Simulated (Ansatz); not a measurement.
Relaxation of a randomly generated symmetric cell of NbRu (space group No. 95); 8 atoms in the cell, which starts as P4₃22 (No. 95), tP8; a = 5.3470 Å, b = 5.3470 Å, c = 5.2108 Å, α = 90.00°, β = 90.00°, γ = 90.00°. These are PBEsol (plane waves to 420 eV, PAW, scalar-relativistic; Ansatz, a quantum-chemistry and plane-wave program) values and carry that method's errors. Γ-centred k-mesh 6×6×6 on the run's cell (coarser than for final values), Fermi–Dirac smearing 0.05 eV. This is the first round of the run. 

The optimiser's lines from the output (shortened; P is positive under compression):

```
relax step   1: F+E_penalty+E_count = -41239.42294861 eV  Δ(F+E_penalty+E_count) = +0.000e0 eV  max|allowed force component| = 2.334e0 eV/Å  Δτ_max = 0.0000 Å  P = +9.913 GPa  Ω = 148.977 Å³  (7 SCF iters, dr2 threshold 1.00e-7 eV, accepted)
relax step   2: F+E_penalty+E_count = -41241.06613425 eV  Δ(F+E_penalty+E_count) = -1.643e0 eV  max|allowed force component| = 1.173e0 eV/Å  Δτ_max = 0.1731 Å  P = -4.657 GPa  Ω = 154.099 Å³  (8 SCF iters, dr2 threshold 8.00e-7 eV, accepted)
relax step   3: F+E_penalty+E_count = -41242.01819811 eV  Δ(F+E_penalty+E_count) = -9.521e-1 eV  max|allowed force component| = 2.392e-1 eV/Å  Δτ_max = 0.1949 Å  P = -0.058 GPa  Ω = 144.392 Å³  (8 SCF iters, dr2 threshold 8.00e-7 eV, accepted)
relax step   4: F+E_penalty+E_count = -41242.14100543 eV  Δ(F+E_penalty+E_count) = -1.228e-1 eV  max|allowed force component| = 5.243e-1 eV/Å  Δτ_max = 0.0343 Å  P = +1.534 GPa  Ω = 142.598 Å³  (6 SCF iters, dr2 threshold 8.00e-7 eV, accepted)
relax step   5: F+E_penalty+E_count = -41242.36043149 eV  Δ(F+E_penalty+E_count) = -2.194e-1 eV  max|allowed force component| = 4.807e-1 eV/Å  Δτ_max = 0.0333 Å  P = +1.483 GPa  Ω = 142.114 Å³  (6 SCF iters, dr2 threshold 8.00e-7 eV, accepted)
relax step   6: F+E_penalty+E_count = -41242.43324246 eV  Δ(F+E_penalty+E_count) = -7.281e-2 eV  max|allowed force component| = 1.134e-1 eV/Å  Δτ_max = 0.0246 Å  P = -0.135 GPa  Ω = 142.592 Å³  (6 SCF iters, dr2 threshold 8.00e-7 eV, accepted)
relax step   7: F+E_penalty+E_count = -41242.44730933 eV  Δ(F+E_penalty+E_count) = -1.407e-2 eV  max|allowed force component| = 5.456e-2 eV/Å  Δτ_max = 0.0291 Å  P = -0.610 GPa  Ω = 142.787 Å³  (6 SCF iters, dr2 threshold 8.00e-7 eV, accepted)
relax step   8: F+E_penalty+E_count = -41242.44404781 eV  Δ(F+E_penalty+E_count) = +3.262e-3 eV  max|allowed force component| = 1.022e-1 eV/Å  Δτ_max = 0.0117 Å  P = +1.408 GPa  Ω = 141.540 Å³  (6 SCF iters, dr2 threshold 8.00e-7 eV, rejected (line search))
relax step   9: F+E_penalty+E_count = -41242.44947480 eV  Δ(F+E_penalty+E_count) = -2.165e-3 eV  max|allowed force component| = 3.212e-3 eV/Å  Δτ_max = 0.0090 Å  P = -0.034 GPa  Ω = 142.514 Å³  (8 SCF iters, accepted)
relax step  10: F+E_penalty+E_count = -41242.44948517 eV  Δ(F+E_penalty+E_count) = -1.037e-5 eV  max|allowed force component| = 4.477e-5 eV/Å  Δτ_max = 0.0005 Å  P = -0.000 GPa  Ω = 142.501 Å³  (6 SCF iters, dr2 threshold 6.59e-9 eV, accepted)
relax step  11: F+E_penalty+E_count = -41242.51123896 eV  Δ(F+E_penalty+E_count) = -6.175e-2 eV  max|allowed force component| = 1.077e-3 eV/Å  Δτ_max = 0.0000 Å  P = +0.792 GPa  Ω = 142.501 Å³  stress off target by 2.19e0 GPa  SCF on the basis re-selected at this cell (its energy is not comparable with the rows above)  (8 SCF iters)
relax step  12: F+E_penalty+E_count = -41242.52973924 eV  Δ(F+E_penalty+E_count) = -1.850e-2 eV  max|allowed force component| = 8.967e-3 eV/Å  Δτ_max = 0.0037 Å  P = +0.273 GPa  Ω = 142.799 Å³  (6 SCF iters, dr2 threshold 8.00e-7 eV, accepted)
relax step  13: F+E_penalty+E_count = -41242.53325769 eV  Δ(F+E_penalty+E_count) = -3.518e-3 eV  max|allowed force component| = 1.456e-2 eV/Å  Δτ_max = 0.0059 Å  P = +0.202 GPa  Ω = 142.768 Å³  (6 SCF iters, dr2 threshold 8.00e-7 eV, accepted)
relax step  14: F+E_penalty+E_count = -41242.53336828 eV  Δ(F+E_penalty+E_count) = -1.106e-4 eV  max|allowed force component| = 2.593e-3 eV/Å  Δτ_max = 0.0016 Å  P = -0.010 GPa  Ω = 142.941 Å³  (6 SCF iters, dr2 threshold 1.45e-7 eV, accepted)
relax step  15: F+E_penalty+E_count = -41242.53344434 eV  Δ(F+E_penalty+E_count) = -7.606e-5 eV  max|allowed force component| = 2.652e-3 eV/Å  Δτ_max = 0.0000 Å  P = -0.008 GPa  Ω = 142.941 Å³  stress off target by 1.28e-2 GPa  SCF on the basis re-selected at this cell (its energy is not comparable with the rows above)  (10 SCF iters)
```

From the first to the last row the energy changes by -0.39 eV/atom and the volume by -4.1 %. The last row is marked as not comparable with the walk above it, whose basis was carried along; it does compare with step 1, since both stand on a basis selected at the nominal cutoff for their own cell.

Energy and pressure jump between steps 10 and 11 at one geometry, where the plane-wave basis was selected anew. While the cell walks, the set of plane waves is carried along, so its effective cutoff drifts with the strain; re-selecting it at 420 eV moved the energy by -0.008 eV/atom and the pressure by 0.8 GPa. Only step 1 and rows on a re-selected basis compare with each other.

Step 8 was rejected by the optimiser.

Later rounds, restarted from the end of this one on a renewed k-mesh, logged 12 more steps and released under 0.01 eV/atom more. The final structure after all rounds: P4₃22 (No. 95), tP8; a = b = 4.7422 Å, c = 6.3557 Å, α = β = γ = 90.00°. Between re-selections the logged energies stand on a plane-wave basis carried along with the cell. No spin polarisation in the result.

The run could not lose the symmetry of its start: the end is stationary, and may be a saddle point rather than a minimum.

The relaxed structure here is a generated cell of NbRu: the first start was made by a random draw of sites in a space group, and the end was not matched to a known phase here, so it may be hypothetical.
